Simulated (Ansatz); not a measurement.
Geometry optimisation in Ansatz: input, command and trajectory.

```yaml
crystal:
  lattice:
    - [6.2832133747, 0.0, 0.0]
    - [-3.1416066874, 5.4414223999, 0.0]
    - [0.0, 0.0, 3.721848]
  atoms:
    - { symbol: Zr, position: [0.4183283932, 0.4183283932, 0.5] }
    - { symbol: Zr, position: [0.5816716068, 0.0, 0.5] }
    - { symbol: Zr, position: [0.0, 0.5816716068, 0.5] }
    - { symbol: As, position: [0.0, 0.0, 0.5] }
    - { symbol: As, position: [0.6666666667, 0.3333333333, 0.0] }
    - { symbol: As, position: [0.3333333333, 0.6666666667, 0.0] }
    - { symbol: Ru, position: [0.0, 0.2444545931, 0.0] }
    - { symbol: Ru, position: [0.2444545931, 0.0, 0.0] }
    - { symbol: Ru, position: [0.7555454069, 0.7555454069, 0.0] }
basis:
  ecutwfc: 420
kpoints:
  mp_grid: { grid: [6, 6, 10] }
hamiltonian:
  xc: pbesol
scf:
  occupations: { method: gaussian, width: 0.1 }
output:
  forces: true
  stress: true
  eigenvalues: true
relax:
  adjacent_minimum: "off"
  f_tol: 0.01
  max_steps: 30
  cell: { stress_tol: 0.1, fix: [volume] }
```

```bash
ansatz run input.yaml --threads 2 --pin off --max-ram 5120MiB --backend cpu --events-out ev --progress --plain --runs-dir out
```

Theory: DFT PBEsol, scalar-relativistic, plane waves, PAW (Ansatz).

The volume is held at 0.88 times that of the relaxed cell.

Of 4 frames 3 are shown, positions in Å and forces in eV/Å; the SCF threshold varies from step to step. Steps run on the plane waves of an earlier cell, with a Pulay correction in the pressure. The basis is chosen afresh for the last frame, the zero of the energies, and at times for earlier ones too; energy and pressure can step there, also at an unchanged geometry. Where two frames share a geometry here, they differ by under 2 meV/atom and 0.3 GPa.

```xyz
9
Lattice="6.2832 0.0000 0.0000 -3.1416 5.4414 0.0000 0.0000 0.0000 3.7218" Properties=species:S:1:pos:R:3:forces:R:3 pbc="T T T" step=1 free_energy_over_end_meV_per_atom=0.05 pressure_GPa=35.27
Zr    1.3142    2.2763    1.8609    0.0116    0.0200    0.0000
Zr    3.6548    0.0000    1.8609   -0.0231    0.0000    0.0000
Zr   -1.8274    3.1651    1.8609    0.0116   -0.0200    0.0000
As    0.0000    0.0000    1.8609    0.0000    0.0000    0.0000
As    3.1416    1.8138    0.0000    0.0000    0.0000    0.0000
As    0.0000    3.6276    0.0000    0.0000    0.0000    0.0000
Ru   -0.7680    1.3302    0.0000   -0.0377    0.0652    0.0000
Ru    1.5360    0.0000    0.0000    0.0753    0.0000    0.0000
Ru    2.3736    4.1112    0.0000   -0.0377   -0.0652    0.0000
9
Lattice="6.2892 0.0000 0.0000 -3.1446 5.4466 0.0000 0.0000 0.0000 3.7147" Properties=species:S:1:pos:R:3:forces:R:3 pbc="T T T" step=2 free_energy_over_end_meV_per_atom=0.04 pressure_GPa=35.21
Zr    1.3160    2.2794    1.8574   -0.0122   -0.0212    0.0000
Zr    3.6572    0.0000    1.8574    0.0245    0.0000    0.0000
Zr   -1.8286    3.1672    1.8574   -0.0122    0.0212    0.0000
As    0.0000    0.0000    1.8574    0.0000    0.0000    0.0000
As    3.1446    1.8155    0.0000    0.0000    0.0000    0.0000
As    0.0000    3.6311    0.0000    0.0000    0.0000    0.0000
Ru   -0.7707    1.3349    0.0000    0.0336   -0.0582    0.0000
Ru    1.5414    0.0000    0.0000   -0.0672    0.0000    0.0000
Ru    2.3739    4.1118    0.0000    0.0336    0.0582    0.0000
9
Lattice="6.2865 0.0000 0.0000 -3.1433 5.4443 0.0000 0.0000 0.0000 3.7180" Properties=species:S:1:pos:R:3:forces:R:3 pbc="T T T" step=4 free_energy_over_end_meV_per_atom=0.00 pressure_GPa=35.24
Zr    1.3151    2.2778    1.8590    0.0002    0.0004    0.0000
Zr    3.6563    0.0000    1.8590   -0.0005    0.0000    0.0000
Zr   -1.8282    3.1665    1.8590    0.0002   -0.0004    0.0000
As    0.0000    0.0000    1.8590    0.0000    0.0000    0.0000
As    3.1433    1.8148    0.0000    0.0000    0.0000    0.0000
As    0.0000    3.6295    0.0000    0.0000    0.0000    0.0000
Ru   -0.7694    1.3327    0.0000    0.0003   -0.0006    0.0000
Ru    1.5389    0.0000    0.0000   -0.0007    0.0000    0.0000
Ru    2.3738    4.1116    0.0000    0.0003    0.0006    0.0000
```

Time: 110 s on 2 threads of Arm Neoverse V1, on a shared host, peak memory 0.66 GiB.